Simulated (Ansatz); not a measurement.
NbZn₃ (Cu3Au type, space group No. 221) at seven volumes, r²SCAN in the plane-wave PAW code Ansatz, scaled uniformly. One row is withheld.

```
V (Å³/atom)  P (GPa)
-----------  -------
13.510         15.93
13.956          9.72
14.401             ?
14.846          0.01
15.292         -3.75
15.737         -6.92
16.183         -9.60
```

**Question.** Fit the shown pressures and predict the withheld one.

**Answer.** Third-order Birch–Murnaghan: P = (3/2)B₀(x^(7/2) − x^(5/2))[1 + (3/4)(B′ − 4)(x − 1)] with x = (V₀/V)^(2/3). Least squares on the six rows gives V₀ = 14.848 Å³/atom, B₀ = 135.9 GPa, B′ = 4.59. At V = 14.401, x = 1.0206 and P = 4.46 GPa. The run itself gave 4.46 GPa.

Space group Pm-3m (Cu3Au type). The workflow started from an entry of the Crystallography Open Database (COD). Its standing as an ambient phase is unchecked. The r²SCAN relaxation kept the symmetry of its start; whether a distortion lowers the energy is not shown. No spin polarisation was allowed.

Potentials: the later of the program's two PAW sets.
